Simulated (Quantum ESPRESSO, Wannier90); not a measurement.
ZnHgTe₂ (R3m), plane waves to Wannier functions

```
ZnHgTe2
1.0
   -2.27504     3.94048     0.00000
   -4.55008     0.00000     0.00000
   -2.27504     1.31349     7.41364
Zn Hg Te
1 1 2
Cartesian
  2.27504  -1.31349   3.69726
  0.00000   0.00000   0.02106
  0.00000   0.00000   2.89125
 -2.27504   1.31349  -1.04903
```

Cell from Materials Project (mp-1215476), symmetrised, no further relaxation. Not found in the COD (Crystallography Open Database) copy used; not checked further. Level: PBEsol, no spin polarisation, no spin-orbit coupling; pw.x of Quantum ESPRESSO at 68 Ry with PseudoDojo potentials, 6×6×6 k-points, Wannier90. Density: 8×8×8 mesh, cold smearing 0.01 Ry. Spin-orbit coupling is left out although heavy elements are present.

Base run: 16 functions from bands 19-20,31-58 of the 58 computed, start hydrogen-like Zn: s;p; Hg: s;p; Te: s;p, centres 0.05 Å off the atoms, frozen window up to 1.50 eV relative to the Fermi level, outer window open. Bands 21–30 (Zn 3d 49 %, Hg 5d 47 %) lie between the kept ones and are excluded. Rows change the key named; with other orbitals the number of functions and the frozen window follow, as listed; window edges are relative to the Fermi level. The misfit compares interpolated bands with pw.x on a high-symmetry path, for states up to 1.0 eV relative to the Fermi level. Converged means that the tolerances were met: symmetric starts can stop on a saddle, which shows as a larger Ω_OD at equal Ω_I and can move the misfit too.

```tsv
setting	functions	frozen to (eV)	Ω_I (Å²)	Ω_D (Å²)	Ω_OD (Å²)	rms misfit (meV)	worst (meV)	ended
base	16	1.50	32.44	0.03	4.02	2.9	13	converged
```

Question: Starting from this base row, predict which settings stop with an error, and how Ω_I and the misfit move in the others: only the lowest 18 of the kept bands; only the lowest 23 of the kept bands; only the lowest 26 of the kept bands; dis_mix_ratio = 1.0.

Answer: 
```tsv
setting	functions	frozen to (eV)	Ω_I (Å²)	Ω_D (Å²)	Ω_OD (Å²)	rms misfit (meV)	worst (meV)	ended
only the lowest 18 of the kept bands	16	1.50	50.67	0.33	7.75	6.1	33	converged
only the lowest 23 of the kept bands	16	1.50	39.05	0.11	4.51	2.7	12	converged
only the lowest 26 of the kept bands	16	1.50	35.31	0.06	4.25	2.9	13	converged
dis_mix_ratio = 1.0	16	1.50	32.43	0.03	3.99	3.0	15	converged
```
